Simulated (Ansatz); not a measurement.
With PBE (plane waves, PAW; program Ansatz), Sm in the 9R (Sm type) structure (R-3m) relaxes to a = 3.818 Å, c = 27.768 Å. Sm on 3a has 12 nearest neighbours from 3.79 Å (cuboctahedral); Sm on 6c has 12 nearest neighbours from 3.79 Å (anticuboctahedral).

Electronic character: metallic (no gap). The magnetic state found is ferromagnetic. The net moment is 6.60 μB per atom.

The cell was relaxed with PBE under the symmetry of its start. Spin order of the final state: ferromagnetic, the only order run, not a proven ground state. The volume lies over 15 % above that of the usual cell of this phase: another minimum, or an error of the functional. Caveat: open 4f shells can settle in a state that is not the lowest. No Hubbard U is applied. Axis ratios of metals converge slowly with the k-mesh, so a and c are less sure than the volume. Scalar-relativistic: spin–orbit coupling is off unless named, which matters more the heavier the elements.

Potentials: the later of the program's two PAW sets.
